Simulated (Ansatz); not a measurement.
A relaxed cell of Zn4Se3S is given with its symmetry left out. The cell was found from a structure generator's guess, not taken from experiment.

Method: DFT PBE, scalar-relativistic, plane waves, PAW (Ansatz 0.2.0). Cutoff 420 eV, Γ-centred mesh, Gaussian smearing, no spin polarisation.

```
Zn Se S
1.0
     3.99922    0.00000    0.00000
    -1.99961    3.46343    0.00000
     0.00000    0.00000   13.10579
Zn Se S
4 3 1
Direct
  0.00000 0.00000 0.00805
  0.00000 0.00000 0.49785
  0.33333 0.66667 0.24228
  0.66667 0.33333 0.75262
  0.00000 0.00000 0.68684
  0.33333 0.66667 0.43233
  0.66667 0.33333 0.94206
  0.00000 0.00000 0.18797
```

Formation energies are uncorrected and refer to the elements' standard structures at the same level.

(1) What space group does it have?

(2) What is its formation energy per atom?

(3) Is it a metal?

## Answers

(1) P3m1 (No. 156). Conventional cell: a = 3.999 Å, c = 13.106 Å. Zn on its first site has 1 S at 2.36 Å and 3 Se at 2.47 Å; around Zn on its second site lie 4 Se at 2.46–2.48 Å; Se on its first site has 4 Zn at 2.46–2.48 Å; S has 4 Zn at 2.36–2.42 Å; 4 more sites not described.

(2) −0.730 eV/atom. It lies below the elements, which doesn't yet make it stable against other compounds or structures.

(3) No, the gap on the 12×12×2 mesh is 1.23 eV.

The last run used a 12×12×2 mesh (in the run's order of axes) for its 8-atom cell and Gaussian smearing of 0.02 eV. Kohn–Sham gaps at this level usually fall short of measured ones. The reference forms of S and Se are held partly by dispersion forces, which this level lacks. A later test with randomly moved atoms came back to the same energy, though modes that don't fit the test's cell weren't probed.
